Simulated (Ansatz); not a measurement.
Molecular dynamics on a 2×2×2 supercell (32 atoms) of C (lonsdaleite), relaxed with r2SCAN. Forces come from PBEsol in the PAW code Ansatz: a Langevin thermostat at fixed volume, 1300 K, steps of 3 fs. Spin polarisation is off, nuclei are classical, and the run is far too short for thermal averages.

```yaml
crystal:
  lattice:
    - [5.0063907419, 0.0, 0.0]
    - [-2.503195371, 4.3356615638, 0.0]
    - [0.0, 0.0, 8.3377385494]
  atoms:
    - { symbol: C, position: [0.1666666667, 0.3333333333, 0.0001156588] }
    - { symbol: C, position: [0.3333333333, 0.1666666667, 0.2501156588] }
    - { symbol: C, position: [0.1666666667, 0.3333333333, 0.1873843412] }
    - { symbol: C, position: [0.3333333333, 0.1666666667, 0.4373843412] }
    - { symbol: C, position: [0.1666666667, 0.3333333333, 0.5001156588] }
    - { symbol: C, position: [0.3333333333, 0.1666666667, 0.7501156588] }
    - { symbol: C, position: [0.1666666667, 0.3333333333, 0.6873843412] }
    - { symbol: C, position: [0.3333333333, 0.1666666667, 0.9373843412] }
    - { symbol: C, position: [0.1666666667, 0.8333333333, 0.0001156588] }
    - { symbol: C, position: [0.3333333333, 0.6666666667, 0.2501156588] }
    - { symbol: C, position: [0.1666666667, 0.8333333333, 0.1873843412] }
    - { symbol: C, position: [0.3333333333, 0.6666666667, 0.4373843412] }
    - { symbol: C, position: [0.1666666667, 0.8333333333, 0.5001156588] }
    - { symbol: C, position: [0.3333333333, 0.6666666667, 0.7501156588] }
    - { symbol: C, position: [0.1666666667, 0.8333333333, 0.6873843412] }
    - { symbol: C, position: [0.3333333333, 0.6666666667, 0.9373843412] }
    - { symbol: C, position: [0.6666666667, 0.3333333333, 0.0001156588] }
    - { symbol: C, position: [0.8333333333, 0.1666666667, 0.2501156588] }
    - { symbol: C, position: [0.6666666667, 0.3333333333, 0.1873843412] }
    - { symbol: C, position: [0.8333333333, 0.1666666667, 0.4373843412] }
    - { symbol: C, position: [0.6666666667, 0.3333333333, 0.5001156588] }
    - { symbol: C, position: [0.8333333333, 0.1666666667, 0.7501156588] }
    - { symbol: C, position: [0.6666666667, 0.3333333333, 0.6873843412] }
    - { symbol: C, position: [0.8333333333, 0.1666666667, 0.9373843412] }
    - { symbol: C, position: [0.6666666667, 0.8333333333, 0.0001156588] }
    - { symbol: C, position: [0.8333333333, 0.6666666667, 0.2501156588] }
    - { symbol: C, position: [0.6666666667, 0.8333333333, 0.1873843412] }
    - { symbol: C, position: [0.8333333333, 0.6666666667, 0.4373843412] }
    - { symbol: C, position: [0.6666666667, 0.8333333333, 0.5001156588] }
    - { symbol: C, position: [0.8333333333, 0.6666666667, 0.7501156588] }
    - { symbol: C, position: [0.6666666667, 0.8333333333, 0.6873843412] }
    - { symbol: C, position: [0.8333333333, 0.6666666667, 0.9373843412] }
kpoints:
  mp_grid: { grid: [6, 6, 2] }
hamiltonian:
  xc: pbesol
scf:
  occupations: { method: fermi_dirac, width: 0.112 }
md:
  ensemble: nvt_langevin
  temperature: 1300
  timestep: 3.0
  n_steps: 30
  initial_velocities: maxwell_boltzmann
  seed: 6073
```

Command: `ansatz run input.yaml --threads 4 --pin off --max-ram 3686MiB --backend cpu --events-out ev --progress --plain --runs-dir out`. It ended after 7.6 min on 4 threads of Arm Neoverse V1, with other jobs on the host; peak host memory 1.2 GiB.

```csv
step,t (fs),T (K),free energy F from step 0 (meV/atom),kinetic energy (meV/atom),largest force (eV/Å)
0,0,1259,0.0,162.8,0.01
1,3,954,46.4,123.3,4.15
2,6,471,123.5,60.9,6.38
3,9,357,147.0,46.2,6.65
4,12,544,120.7,70.4,5.55
5,15,716,101.3,92.6,3.60
6,18,704,108.6,91.0,5.32
7,21,729,105.9,94.3,6.94
8,24,919,79.1,118.8,6.41
9,27,933,68.1,120.6,4.86
10,30,773,93.6,99.9,6.21
11,33,570,126.9,73.7,5.87
12,36,537,134.4,69.4,5.95
13,39,672,118.7,86.8,4.72
14,42,787,105.9,101.8,6.12
15,45,887,100.6,114.6,7.07
16,48,910,94.2,117.6,5.76
17,51,952,91.6,123.1,4.89
18,54,836,110.8,108.0,4.94
19,57,640,135.2,82.8,5.48
20,60,684,135.0,88.4,5.96
21,63,865,114.1,111.8,5.43
22,66,938,94.9,121.2,4.54
23,69,1008,95.0,130.3,5.16
24,72,855,111.3,110.5,5.33
25,75,756,124.4,97.7,5.37
26,78,805,119.9,104.1,5.86
```

The temperature starts at 1259 K, is lowest at step 3 (357 K, 9 fs) and ends at 805 K. The thermostat hasn't had time to restore it. The atoms start on their lattice sites with kinetic energy alone, so much of it first passes into potential energy. By the last step the atoms have moved 0.10 Å in the root mean square, the drift of the whole cell taken out, 0.19 Å at most. The job's limit cut the run after 26 of 30 steps.

Positions (Å) and forces (eV/Å) at step 26:
```
C    0.011   1.544   0.024     1.591  -0.697  -0.983
C    1.320   0.808   2.023    -2.402   0.714  -0.002
C   -0.008   1.501   1.568     1.734   1.228  -1.462
C    1.216   0.716   3.488     2.329   0.274   5.048
C    0.000   1.387   4.118    -1.399   0.819   0.685
C    1.306   0.807   6.154    -1.035   2.198   2.782
C   -0.054   1.538   5.733     3.447  -0.746  -0.746
C    1.346   0.884   7.761    -1.254  -0.389   0.822
C   -1.208   3.806  -0.023     0.349  -1.660   0.355
C    0.003   2.917   2.143     0.608   1.023  -2.909
C   -1.227   3.760   1.527     0.590  -2.440   0.717
C    0.014   2.784   3.615    -0.931   3.672   1.108
C   -1.231   3.629   4.045     0.011  -0.933   2.872
C    0.038   3.026   6.256     0.714  -1.834  -0.788
C   -1.180   3.724   5.697    -0.695   0.333  -1.154
C    0.060   2.966   7.823    -3.423   0.603  -0.521
C    2.579   1.636  -0.020    -0.613  -1.333  -0.068
C    3.775   0.824   2.025    -1.693  -1.317   2.183
C    2.497   1.583   1.543     2.052  -0.144  -0.919
C    3.720   0.735   3.590     0.643  -0.452   0.593
C    2.516   1.491   4.155    -0.071  -1.831  -0.289
C    3.775   0.749   6.306     0.227   3.667  -0.854
C    2.560   1.545   5.768    -1.096   0.559  -2.002
C    3.819   0.771   7.896    -2.216   1.269  -1.876
C    1.160   3.669   0.089     5.548   1.592  -0.981
C    2.533   2.998   2.127    -0.632  -0.489  -2.517
C    1.265   3.682   1.628    -1.069  -0.276  -1.181
C    2.502   2.860   3.621     0.639   2.751   0.712
C    1.231   3.575   4.120     0.886   1.945   0.679
C    2.548   3.112   6.227     0.810  -3.775   0.937
C    1.338   3.768   5.684    -2.625  -3.357   0.338
C    2.561   3.087   7.825    -1.027  -0.975  -0.580
```
